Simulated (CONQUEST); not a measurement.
A self-consistent single point of GaSb (F-43m, 8 atoms in the cell; from Materials Project mp-1156, changed as shown) with CONQUEST.

All values come from this method and carry its errors: PBE, numerical atomic orbitals double-zeta with polarisation (the shipped basis), PseudoDojo norm-conserving potentials made for PBE in CONQUEST.

The change in words: volume scaled by 1.02. Reference geometry (F-43m):
```yaml
crystal:
  lattice:
    - [6.13721, 0.00000, 0.00000]
    - [0.00000, 6.13721, 0.00000]
    - [0.00000, 0.00000, 6.13721]
  atoms:
    - { symbol: Ga, position: [0.00000, 0.00000, 0.00000] }
    - { symbol: Ga, position: [0.00000, 0.50000, 0.50000] }
    - { symbol: Ga, position: [0.50000, 0.00000, 0.50000] }
    - { symbol: Ga, position: [0.50000, 0.50000, 0.00000] }
    - { symbol: Sb, position: [0.25000, 0.25000, 0.25000] }
    - { symbol: Sb, position: [0.25000, 0.75000, 0.75000] }
    - { symbol: Sb, position: [0.75000, 0.25000, 0.75000] }
    - { symbol: Sb, position: [0.75000, 0.75000, 0.25000] }
```

Reference input (self-consistent single point, DFT, PBE, numerical atomic orbitals double-zeta with polarisation (the shipped basis), PseudoDojo norm-conserving potentials made for PBE): basis = DZP; Diag.MPMeshX, Y, Z = 3 3 3; potentials = PseudoDojo norm-conserving PBE; Grid.GridCutoff = 140 Ha; DM.SolutionMethod = diagon; Diag.kT = 0.004998 Ha; Diag.GammaCentred = true; minE.SCTolerance = 1.0e-06; SC.MaxIters = 100; SC.LinearMixingFactor = 0.3; SC.KerkerPreCondition = true; SC.KerkerFactor = 0.1 1/bohr. This run's input differs from it in these lines:

```diff
@@ -32,5 +32,5 @@
 # file: GaSb.in
-     6.137210000      0.000000000      0.000000000
-     0.000000000      6.137210000      0.000000000
-     0.000000000      0.000000000      6.137210000
+     6.177857000      0.000000000      0.000000000
+     0.000000000      6.177857000      0.000000000
+     0.000000000      0.000000000      6.177857000
 8
```

Output, abridged:

```
    new_SC_potl: Starting.  Tolerance:  0.10000E-05

    PulayMixSC: Starting Pulay mixing, A_up =  0.300 A_dn =  0.300
    PulayMixSC: Spin non-polarised calculation.
    PulayMixSC: with Kerker preconditioning, q0 =  0.100
          Harris-Foulkes Energy            :      -669.690501351265198 Ha
          GroundState Energy (E-(1/2)TS)   :      -669.691229228673137 Ha
          Free Energy (E-TS)               :      -669.691957106081190 Ha
          DFT Total Energy                 :      -669.659145819059518 Ha
          Total number of electrons        :       111.999999999994003
   [... lines left out ...]
          Total number of electrons        :       112.000122820768780
    PulayMixSC: Pulay iteration     6 residual:              0.40796E-05
          Harris-Foulkes Energy            :      -669.670897829540309 Ha
          GroundState Energy (E-(1/2)TS)   :      -669.671709054414919 Ha
          Free Energy (E-TS)               :      -669.672520279289415 Ha
          DFT Total Energy                 :      -669.670897825750330 Ha
          Total number of electrons        :       112.000121653764040
    PulayMixSC: Pulay iteration     7 residual:              0.56246E-06
    PulayMixSC: Reached SCF tolerance of  0.56246E-06 after      7 iterations
      | Number of electrons      =       112.000122
      |* band energy as 2Tr[K.H] =       -88.572416573228310 Ha
      |  screened ion-ion energy =      -517.817075711010489 Ha
      |  Ha correction           =         1.974012729122139 Ha
      |  XC correction           =       -65.255408340681214 Ha
      | GS Energy as E-(1/2)TS   =      -669.671709054414919 Ha
      | Free Energy as E-TS      =      -669.672520279289415 Ha
      |* Harris-Foulkes energy   =      -669.670897829540309 Ha
      |* DFT total energy        =      -669.670897825750330 Ha
      |  estimated accuracy      =        -0.000000003789978 Ha

    force: Forces on atoms (Ha/A )
    force:  Atom   X              Y              Z
   [... lines left out ...]
    force: Maximum force :        0.00000000(Ha/A ) on atom         6 in z direction
   [... lines left out ...]
    force: Force Residual:        0.00000000 Ha/A
    force: Total stress:         -1.08358678     0.00000000     0.00000000 GPa
                             0.00000000    -1.08358678     0.00000000
                             0.00000000     0.00000000    -1.08358678
    force: Average pressure:      1.08358678 GPa

    force: Finished force
    get_E_and_F: Change in energy during last step of electronic optimisation: -0.37686E-05
```

The run converged in 7 iterations. CONQUEST prints the stress tensor with tension positive. Against the reference run the free energy falls by 5.4 meV/atom and the pressure goes from 2.03 to 1.08 GPa.

The program uses no crystal symmetry, so grid and mesh can part values that symmetry would make equal. The atom-centred basis is finite, which shifts total energies and pressures against plane waves. The structure comes from a collection of computed structures, made at another level of theory; the collection holds predicted forms beside known ones. No clean gap shows at this smearing width and mesh (spacing up to 0.34 Å⁻¹); the mesh is coarse for partly filled bands, so the values carry mesh errors. Semi-local functionals can close small gaps.

Cost on one core: roughly 70 core-seconds.
